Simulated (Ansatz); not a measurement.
## How long does this Ansatz run take?

```yaml
crystal:
  lattice:
    - [6.2889, 0.0, 0.0]
    - [-3.14445, 5.4463471619, 0.0]
    - [0.0, 0.0, 20.605]
  atoms:
    - { symbol: Ba, position: [0.0, 0.0, 0.4001414027] }
    - { symbol: Ba, position: [0.0, 0.0, 0.9001414027] }
    - { symbol: Ba, position: [0.0, 0.0, 0.0998585973] }
    - { symbol: Ba, position: [0.0, 0.0, 0.5998585973] }
    - { symbol: Ba, position: [0.3333333333, 0.6666666667, 0.3463085329] }
    - { symbol: Ba, position: [0.6666666667, 0.3333333333, 0.8463085329] }
    - { symbol: Ba, position: [0.3333333333, 0.6666666667, 0.1536914671] }
    - { symbol: Ba, position: [0.6666666667, 0.3333333333, 0.6536914671] }
    - { symbol: Mg, position: [0.3458761706, 0.1729380853, 0.25] }
    - { symbol: Mg, position: [0.1729380853, 0.3458761706, 0.75] }
    - { symbol: Mg, position: [0.8270619147, 0.1729380853, 0.25] }
    - { symbol: Mg, position: [0.6541238294, 0.8270619147, 0.75] }
    - { symbol: Mg, position: [0.8270619147, 0.6541238294, 0.25] }
    - { symbol: Mg, position: [0.1729380853, 0.8270619147, 0.75] }
    - { symbol: Mg, position: [0.0, 0.5, 0.5] }
    - { symbol: Mg, position: [0.5, 0.0, 0.0] }
    - { symbol: Mg, position: [0.5, 0.5, 0.5] }
    - { symbol: Mg, position: [0.0, 0.5, 0.0] }
    - { symbol: Mg, position: [0.5, 0.0, 0.5] }
    - { symbol: Mg, position: [0.5, 0.5, 0.0] }
    - { symbol: Al, position: [0.3333333333, 0.6666666667, 0.6271372646] }
    - { symbol: Al, position: [0.6666666667, 0.3333333333, 0.1271372646] }
    - { symbol: Al, position: [0.3333333333, 0.6666666667, 0.8728627354] }
    - { symbol: Al, position: [0.6666666667, 0.3333333333, 0.3728627354] }
kpoints:
  mp_grid: { grid: [6, 6, 2] }
scf:
  occupations: { method: fermi_dirac, width: 0.05 }
hamiltonian:
  xc: r2scan
  pseudopotentials: { kind: paw }
output:
  forces: true
  stress: true
  populations: true
  efg:
    quadrupole_moments_barn: { Ba: 0.236, Mg: 0.1994, Al: 0.1466 }
    contact_densities: true
  write_density: true
  write_potential: true
  elf: true
  volumetric_format: npy
```

```sh
ansatz run input.yaml --threads 2 --pin off --max-ram 5120MiB --backend cpu --events-out ev --progress --plain --runs-dir out
```

It runs on 2 threads of AMD EPYC 9R45 96-Core Processor (Zen 5) (x86_64; 32 cores open to the job, memory cap 5.0 GiB, no GPU), a shared host with a load of 0.5 a core.

**Question.** Estimate the wall time and the peak memory.

**Answer.** About 41 s of wall time (79 s of CPU time) and 3.4 GiB. The run holds 212 valence electrons in 130 bands, about 17967 plane waves a k-point and 14 irreducible k-points, and took 8 SCF iterations. Times on a shared host vary by tens of per cent.
